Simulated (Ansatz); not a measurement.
## Calculated with Ansatz: Mg$_{2}$GeBi$_{2}$, single run

Launch command:

```bash
ansatz run input.yaml --threads 1 --pin off --max-ram 2560MiB --backend cpu --events-out ev --progress --plain --runs-dir out
```

The input file (Ansatz 0.2.0, plane waves):

```yaml
crystal:
  lattice:
    - [4.610676, 0.0, 0.0]
    - [-2.305338, 3.992964, 0.0]
    - [0.0, 0.0, 7.468287]
  atoms:
    - { symbol: Ge, position: [0.0, 0.0, 0.0] }
    - { symbol: Mg, position: [0.3333, 0.6667, 0.6301] }
    - { symbol: Mg, position: [0.6667, 0.3333, 0.3699] }
    - { symbol: Bi, position: [0.3333, 0.6667, 0.2413] }
    - { symbol: Bi, position: [0.6667, 0.3333, 0.7587] }
  symmetry: { tolerance: 0.0003 }
kpoints:
  mp_grid: { grid: [8, 8, 4], shift: [0, 0, 0] }
magnetization:
  spin_polarized: false
scf:
  occupations: { method: fermi_dirac }
hamiltonian:
  pseudopotentials: { kind: paw }
  xc: pbesol
basis:
  ecutwfc: 500
output:
  forces: true
  stress: true
  eigenvalues: true
```

Origin of the cell: a known structure type with other elements, at an estimated volume, so it need not be a known compound.

The smearing width isn't typed, so it takes its default of 0.1 eV.

Output (shortened):

```
SCF iter   1: F=—  HF=-32561.466886 eV  Δρ=2.22e-3  dr2=9.48e-3
SCF iter   2: F=—  HF=-32561.464677 eV  Δρ=9.98e-4  dr2=1.90e-3
SCF iter   3: F=—  HF=-32561.464453 eV  Δρ=3.94e-4  dr2=4.58e-4
SCF iter   4: F=—  HF=-32561.464437 eV  Δρ=1.25e-4  dr2=4.76e-5
SCF iter   5: F=—  HF=-32561.464389 eV  Δρ=4.79e-5  dr2=4.01e-6
SCF iter   6: F=—  HF=-32561.464388 eV  Δρ=1.83e-5  dr2=1.00e-6
SCF iter   7: F=—  HF=-32561.464389 eV  Δρ=6.46e-6  dr2=1.26e-7
SCF iter   8: F=-32561.464389 eV  HF=-32561.464389 eV  Δρ=1.49e-6  dr2=6.25e-9
SCF 1 converged in 8 iterations: F = -32561.464389 eV  dr2 = 6.25e-9
SCF converged after 8 iterations
Free energy (F): -32561.464389 eV
Harris-Foulkes:  -32561.464389 eV  (|F-HF|=2.20e-9)
Internal energy: -32561.453322 eV  (E = F + TS)
E sigma→0 (E₀):  -32561.458856 eV
Entropy (-TS):   -0.011066 eV (-2.213 meV/atom)
Fermi energy:    8.131722 eV
--- Per-component energies (eV) ---
  E_band       = -1080.823331
  E_kinetic    = 869.111298
  E_local      = -8878.347663  (includes V_loc(G=0)·N_el)
  E_nonlocal   = 1727.075962
  E_hartree    = 3279.313673
  E_xc         = -431.203042
  E_vxc        = -425.500091  (∫ρ·V_xc dr)
  E_paw        = -23556.149905  (= ΣΔE_a)
  E_vpaw       = -931.792455  (= ΣTr[D̂ρ^β])
  E_aug_tail   = -0.000546  (compensation charges beyond the density's cutoff)
  E_ewald      = -5572.468265
  E_core_change = 1.215165  (= ΣΔE_core)
  E_smearing   = -0.011066  (= −TS)
  Σ components = -32561.464389   (vs F -32561.464389, Δ=0.00e0)
--- Forces (eV/Å), atoms counted from 1 ---
  atom   1  Ge     0.000000     0.000000     0.000000
  atom   2  Mg     0.000000     0.000000     0.086346
  atom   3  Mg     0.000000    -0.000000    -0.086346
  atom   4  Bi    -0.000000     0.000000    -1.050075
  atom   5  Bi    -0.000000     0.000000     1.050075
  max |Σ_I F_I| component: 2.22e-16 eV/Å
--- Stress (GPa, compression-positive) ---
        1.812633      -0.000000       0.000000
        0.000000       1.812633      -0.000000
        0.000000      -0.000000      -0.210687
  P = ⅓ Tr σ = 1.1382 GPa (11.382 kbar)
```

Caveats: no spin-orbit coupling, though heavy elements are present.

The run took 12 s on 1 thread of Intel(R) Xeon(R) Platinum 8175M CPU @ 2.50GHz (Skylake/Cascade Lake), with other jobs on the host, peak memory 0.56 GiB, from the program's own first density.
